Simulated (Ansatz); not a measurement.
Eigenvalues along a path: As (hcp type)

```xyz
2
Lattice="2.9478 0.0000 0.0000 -1.4739 2.5529 0.0000 0.0000 0.0000 4.8907" Properties=species:S:1:pos:R:3 pbc="T T T"
As    0.0000    1.7019    1.2227
As    1.4739    0.8510    3.6680
```

The cell comes from a relaxation on PAW files under the same functional, begun from a prototype that needn't be the stable phase.

All numbers are PBEsol results (scalar-relativistic) from Ansatz 0.2.0, with a Γ-centred 14×14×8 k mesh, Fermi–Dirac smearing of 0.08 eV, no spin polarisation. Methods: LAPW: all electrons, basis error target 1 meV/atom.

Path points, in fractions of the reciprocal vectors: Γ (0.000, 0.000, 0.000), M (0.500, 0.000, 0.000), K (0.333, 0.333, 0.000), A (0.000, 0.000, 0.500), L (0.500, 0.000, 0.500), H (0.333, 0.333, 0.500). Levels in eV from the Fermi level; bands 19 to 26, counted from the lowest band of the run. The gap is zero, the pressure 0.02 GPa.

```
# k(1/Å) point b19 b20 b21 b22 b23 b24 b25 b26
0.000 Γ -15.52 -11.05 -7.11 4.30 4.30 5.80 5.96 5.96
0.176 - -15.41 -10.95 -7.00 3.22 3.90 5.40 5.72 6.02
0.352 - -15.08 -10.66 -6.66 1.11 3.11 4.00 5.41 5.86
0.527 - -14.53 -10.19 -6.10 -1.12 2.23 2.29 4.68 5.45
0.703 - -13.77 -9.59 -5.33 -3.19 0.37 1.60 3.44 4.96
0.879 - -12.82 -9.05 -4.83 -4.38 -1.42 1.07 1.93 4.54
1.055 - -11.76 -9.09 -5.50 -3.35 -2.98 0.48 0.75 4.27
1.231 M -11.06 -9.55 -5.31 -3.82 -2.72 -0.30 0.64 4.17
1.332 - -11.02 -9.53 -5.29 -3.79 -2.68 -0.29 0.25 3.84
1.434 - -10.92 -9.47 -5.22 -3.68 -2.57 -0.64 -0.25 3.01
1.535 - -10.76 -9.37 -5.13 -3.50 -2.38 -1.61 -0.21 1.97
1.637 - -10.53 -9.27 -5.06 -3.26 -2.45 -2.12 -0.20 0.89
1.738 - -10.24 -9.22 -5.13 -2.98 -2.96 -1.79 -0.28 -0.15
1.840 - -9.91 -9.28 -5.31 -3.03 -2.71 -1.39 -1.03 -0.51
1.941 K -9.54 -9.54 -5.42 -2.77 -2.77 -1.43 -0.92 -0.92
2.144 - -10.63 -8.85 -4.94 -3.83 -2.15 -1.78 -0.63 0.20
2.347 - -11.96 -8.66 -4.11 -3.73 -3.51 -0.43 0.72 1.53
2.550 - -13.19 -9.18 -4.75 -3.12 -2.10 1.16 2.27 2.97
2.753 - -14.20 -9.91 -5.77 -1.36 -0.17 2.83 3.86 4.31
2.956 - -14.93 -10.53 -6.51 0.78 1.88 4.33 5.20 5.25
3.159 - -15.37 -10.92 -6.96 3.00 3.64 5.40 5.69 5.90
3.362 Γ -15.52 -11.05 -7.11 4.30 4.30 5.80 5.96 5.96
3.454 - -15.49 -11.21 -6.90 4.32 4.32 5.49 5.94 5.94
3.546 - -15.40 -11.61 -6.32 4.38 4.38 4.70 5.89 5.89
3.637 - -15.25 -12.11 -5.52 3.63 4.47 4.47 5.79 5.79
3.729 - -15.04 -12.64 -4.58 2.43 4.60 4.60 5.67 5.67
3.821 - -14.77 -13.15 -3.54 1.20 4.76 4.76 5.51 5.51
3.913 - -14.45 -13.63 -2.43 -0.04 4.94 4.94 5.33 5.33
4.004 A -14.07 -14.07 -1.26 -1.26 5.13 5.13 5.13 5.13
4.180 - -13.96 -13.96 -1.18 -1.18 4.25 4.25 4.87 4.87
4.356 - -13.63 -13.63 -0.99 -0.99 2.41 2.41 4.25 4.25
4.532 - -13.09 -13.09 -1.05 -1.05 0.77 0.77 3.53 3.53
4.708 - -12.35 -12.35 -2.45 -2.45 0.65 0.65 2.89 2.89
4.883 - -11.45 -11.45 -4.24 -4.24 1.18 1.18 2.40 2.40
5.059 - -10.52 -10.52 -5.76 -5.76 1.72 1.72 2.09 2.09
5.235 L -10.02 -10.02 -6.46 -6.46 1.95 1.95 1.98 1.98
5.337 - -9.99 -9.99 -6.43 -6.43 1.23 1.23 2.39 2.39
5.438 - -9.91 -9.91 -6.32 -6.32 0.25 0.25 2.62 2.62
5.540 - -9.78 -9.78 -6.13 -6.13 -0.84 -0.84 2.80 2.80
5.641 - -9.61 -9.61 -5.89 -5.89 -1.92 -1.92 2.97 2.97
5.743 - -9.42 -9.42 -5.59 -5.59 -2.90 -2.90 3.13 3.13
5.844 - -9.25 -9.25 -5.28 -5.28 -3.67 -3.67 3.25 3.25
5.946 H -9.18 -9.18 -5.13 -5.13 -4.00 -4.00 3.31 3.31
6.149 - -9.60 -9.60 -5.08 -5.08 -3.21 -3.21 3.03 3.03
6.352 - -10.66 -10.66 -4.17 -4.17 -1.85 -1.85 2.31 2.31
6.555 - -11.80 -11.80 -2.70 -2.70 -0.35 -0.35 1.61 1.61
6.758 - -12.77 -12.77 -1.22 -1.22 0.58 0.58 2.07 2.07
6.961 - -13.48 -13.48 -0.93 -0.93 2.02 2.02 3.59 3.59
7.164 - -13.92 -13.92 -1.16 -1.16 4.02 4.02 4.75 4.75
7.367 A -14.07 -14.07 -1.26 -1.26 5.13 5.13 5.13 5.13
```
